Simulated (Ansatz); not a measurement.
MgB₂ (AlB2 type, space group P6/mmm)

```yaml
crystal:
  lattice:
    - [6.13485, 0.00000, 0.00000]
    - [-1.53371, 2.65647, 0.00000]
    - [3.06742, 0.00000, 3.51484]
  atoms:
    - { symbol: Mg, position: [0.00000, 0.00000, 0.00000] }
    - { symbol: Mg, position: [0.50000, 0.00000, 0.00000] }
    - { symbol: B, position: [0.91667, 0.66667, 0.50000] }
    - { symbol: B, position: [0.41667, 0.66667, 0.50000] }
    - { symbol: B, position: [0.08333, 0.33333, 0.50000] }
    - { symbol: B, position: [0.58333, 0.33333, 0.50000] }
```

The atoms are displaced by Q × the pattern below (from a DFPT mode at L = (0.5, 0.0, 0.5), largest move 1; Q in Å), at fixed cell. (q is in reciprocal vectors of the primitive cell; the cell shown is doubled to hold the pattern.)

```json
[
 {"atom": "B3", "x": "-0.866", "y": "-0.500", "z": "0.000"},
 {"atom": "B4", "x": "0.866", "y": "0.500", "z": "0.000"},
 {"atom": "B5", "x": "0.866", "y": "0.500", "z": "0.000"},
 {"atom": "B6", "x": "-0.866", "y": "-0.500", "z": "0.000"}
]
```

Atoms not listed stay in place.

Method: r2SCAN (plane waves to 500 eV, PAW, scalar-relativistic; Ansatz, a first-principles code). k mesh 17×17×17 (Γ-centred), Fermi-Dirac smearing 0.05 eV. The energy includes the smearing's −TS. Compression counts positive. With partly filled bands, energies and forces of such displacements shift with the k mesh and the smearing. MgB2 was relaxed with its symmetry unable to fall. The zero of ΔE is the undisplaced structure.

| Q (Å) | ΔE (meV/cell) | −dE/dQ from forces (eV/Å) | P (GPa) |
|---|---|---|---|
| -0.180 | 1450 | 15.090 | 4.3 |
| -0.150 | 1027 | 13.050 | 3.1 |
| -0.120 | 669 | 10.793 | 2.0 |
| -0.090 | 381 | 8.322 | 1.1 |
| -0.060 | 171 | 5.660 | 0.5 |
| -0.030 | 43 | 2.868 | 0.2 |
| 0.000 | 0 | 0.000 | 0.0 |
| 0.030 | 43 | -2.868 | 0.2 |
| 0.060 | 171 | -5.660 | 0.5 |
| 0.090 | 381 | -8.322 | 1.1 |
| 0.120 | 669 | -10.793 | 2.0 |
| 0.150 | 1027 | -13.050 | 3.1 |
| 0.180 | 1450 | -15.090 | 4.3 |

Summary:

| Item | Result |
|---|---|
| Energy at Q = 0.180 Å | 1450 meV/cell |
| Space group of the distorted cell | Imma (No. 74), lowered from P6/mmm |
| Symmetry of the curve | even: the same for both signs |
| Shape of the curve | a single well with its minimum at or next to zero displacement |
| Harmonic wavenumber from the curvature (finite differences) | 777 cm⁻¹ |
| Wavenumber by perturbation theory (DFPT, on another k mesh) | 777 cm⁻¹ |

(For displaced atoms, the force is minus the slope of the energy, and its curvature is a force constant, which sets phonon frequencies.)
